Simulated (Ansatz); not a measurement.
The calculation used DFT PBE, scalar-relativistic, plane waves, PAW (Ansatz). All cells share a 420 eV cutoff and Γ-centred k meshes spaced at most about 0.3 Å⁻¹ (about 0.25 or finer for metals, 2π included). No spin polarisation in the final relaxations.

Temperature and zero-point effects are left out.

Two relaxed structures of SnH:

1.

```cif
data_structure
_symmetry_space_group_name_H-M 'Fm-3m'
_symmetry_Int_Tables_number 225
_cell_length_a 5.0002
_cell_length_b 5.0002
_cell_length_c 5.0002
_cell_angle_alpha 90.000
_cell_angle_beta 90.000
_cell_angle_gamma 90.000
_cell_volume 125.02
loop_
_atom_site_label
_atom_site_type_symbol
_atom_site_symmetry_multiplicity
_atom_site_Wyckoff_symbol
_atom_site_fract_x
_atom_site_fract_y
_atom_site_fract_z
_atom_site_occupancy
Sn1 Sn 4 a 0.00000 0.00000 0.00000 1
H1 H 4 b 0.50000 0.00000 0.00000 1
```

2.

```cif
data_structure
_symmetry_space_group_name_H-M 'F-43m'
_symmetry_Int_Tables_number 216
_cell_length_a 5.1758
_cell_length_b 5.1758
_cell_length_c 5.1758
_cell_angle_alpha 90.000
_cell_angle_beta 90.000
_cell_angle_gamma 90.000
_cell_volume 138.66
loop_
_atom_site_label
_atom_site_type_symbol
_atom_site_symmetry_multiplicity
_atom_site_Wyckoff_symbol
_atom_site_fract_x
_atom_site_fract_y
_atom_site_fract_z
_atom_site_occupancy
Sn1 Sn 4 c 0.25000 0.25000 0.25000 1
H1 H 4 a 0.00000 0.00000 0.00000 1
```

Question: Which is lower in energy, and by how much?

Answer: They are level within the accuracy (under 1 meV/atom apart). Cell 1 has the rock salt type, space group Fm-3m (No. 225), 15.6 Å³/atom and no gap on its mesh; cell 2 has the zinc blende type, space group F-43m (No. 216), 17.3 Å³/atom and no gap. Counting H atoms around Sn (those within 1.25 times the shortest such distance or 1.15 times the sum of covalent radii; the shortest distance is added where it is long for a bond), cell 1 has Sn 6 from 2.5 Å and cell 2 has Sn 4. Even the lower one lies +0.53 eV/atom against the reference forms of the elements (uncorrected), so neither is stable at this level. In cell 1, around Sn lie 6 H at 2.50 Å; H is surrounded by 6 Sn at 2.50 Å. In cell 2, Sn is surrounded by 4 H at 2.24 Å; H is surrounded by 4 Sn at 2.24 Å. Both come from invented guesses.

For metals, differences of a few meV/atom aren't resolved. With hydrogen, zero-point motion can shift such differences by 10 meV/atom or more. A magnetic state wasn't ruled out in cells without spin, among them Fm-3m, F-43m. Cells relaxed within their symmetry can be saddle points.
